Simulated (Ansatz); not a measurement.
NbN (rock salt)

```yaml
crystal:
  lattice:
    - [0.00000, 2.21065, 2.21065]
    - [2.21065, 0.00000, 2.21065]
    - [2.21065, 2.21065, 0.00000]
  atoms:
    - { symbol: N, position: [0.00000, 0.00000, 0.00000] }
    - { symbol: Nb, position: [0.50000, 0.50000, 0.50000] }
```

The volume is varied about the relaxed value V₀ at fixed cell shape. Symmetry pins the atoms to their sites.

Calculation: PBE (plane waves to 420 eV, PAW, scalar-relativistic; Ansatz, a quantum-chemistry and plane-wave program). k mesh 19×19×19 (Γ-centred), Fermi-Dirac smearing 0.05 eV. The energy includes the smearing's −TS. Stress and pressure are positive under compression. NbN is run without spin polarisation. NbN was relaxed with its symmetry unable to fall. This is a high-temperature form of NbN. The zero of ΔE is the relaxed starting cell. The last digit holds for this mesh only.

```csv
V (Å³/atom),ΔE (meV/atom)
10.155,41.8
10.317,22.9
10.479,9.9
10.641,2.4
10.803,0.0
10.965,2.2
11.127,withheld
11.289,19.2
11.452,33.4
```

Question: Fit a third-order Birch-Murnaghan form (E₀, V₀, B₀, B₀′ free) to the given rows and predict ΔE at V = 11.127.

Answer: Least squares on the 8 given rows: ΔE = E₀ + (9V₀B₀/16)·y²·[2 + (B₀′ − 4)y], y = (V₀/V)^(2/3) − 1, with V₀ = 10.804 Å³/atom, B₀ = 306.7 GPa (160.2 GPa = 1 eV/Å³; the term in eV is multiplied by 1000), B₀′ = 4.45, E₀ = -0.02 meV/atom; root-mean-square residual 0.04 meV/atom. At 11.127 the fit gives 8.7 meV/atom; the calculation gives 8.8 meV/atom, so the interpolation is off by -0.1 (-1.1 %). For the pressure the fit gives -8.5 GPa against the computed -8.5 GPa.

(A scan under strain: stresses follow from slopes of the energy per volume, elastic moduli from its curvatures.)
